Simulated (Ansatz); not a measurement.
Input, command and steps of an Ansatz relaxation.

```yaml
crystal:
  lattice:
    - [1.4023575248, 0.8096514944, 4.3974861721]
    - [-1.4023575248, 0.8096514944, 4.3974861721]
    - [0.0, -1.6193029888, 4.3974861721]
  atoms:
    - { symbol: Cu, position: [0.0, 0.0, 0.0] }
    - { symbol: Pt, position: [0.5, 0.5, 0.5] }
basis:
  ecutwfc: 500
kpoints:
  mp_grid: { grid: [18, 18, 18] }
hamiltonian:
  xc: r2scan
scf:
  occupations: { method: gaussian, width: 0.1 }
output:
  forces: true
  stress: true
  eigenvalues: true
relax:
  adjacent_minimum: "off"
  f_tol: 0.01
  max_steps: 30
  cell: { stress_tol: 0.1, fix: [volume] }
```

```bash
ansatz run input.yaml --threads 1 --pin off --max-ram 2560MiB --backend cpu --events-out ev --progress --plain --runs-dir out
```

Level of theory: Ansatz 0.2.0, DFT r2SCAN, scalar-relativistic, plane waves, PAW.

The volume is held at 1.1 times that of the relaxed cell.

Of 3 frames 3 are shown, positions in Å and forces in eV/Å; the SCF threshold varies from step to step. Steps run on the plane waves of an earlier cell, with a Pulay correction in the pressure. The basis is chosen afresh for the last frame, the zero of the energies, and at times for earlier ones too; energy and pressure step there, also at an unchanged geometry.

```xyz
2
Lattice="1.4024 0.8097 4.3975 -1.4024 0.8097 4.3975 0.0000 -1.6193 4.3975" Properties=species:S:1:pos:R:3:forces:R:3 pbc="T T T" step=1 free_energy_over_end_meV_per_atom=0.03 pressure_GPa=-16.08
Cu    0.0000    0.0000    0.0000    0.0000    0.0000    0.0000
Pt    0.0000    0.0000    6.5962    0.0000    0.0000    0.0000
2
Lattice="1.4014 0.8091 4.4035 -1.4014 0.8091 4.4035 0.0000 -1.6182 4.4035" Properties=species:S:1:pos:R:3:forces:R:3 pbc="T T T" step=2 free_energy_over_end_meV_per_atom=0.00 pressure_GPa=-16.07
Cu    0.0000    0.0000    0.0000    0.0000    0.0000    0.0000
Pt    0.0000    0.0000    6.6053    0.0000    0.0000    0.0000
2
Lattice="1.4014 0.8091 4.4035 -1.4014 0.8091 4.4035 0.0000 -1.6182 4.4035" Properties=species:S:1:pos:R:3:forces:R:3 pbc="T T T" step=3 free_energy_over_end_meV_per_atom=0.00 pressure_GPa=-16.07
Cu    0.0000    0.0000    0.0000    0.0000    0.0000    0.0000
Pt    0.0000    0.0000    6.6053    0.0000    0.0000    0.0000
```

Time: 80 s on 1 thread of Intel(R) Xeon(R) 6975P-C (Granite Rapids) (shared host), peak memory 0.84 GiB.

Spin–orbit coupling is left out, which can shift energies with elements as heavy as these.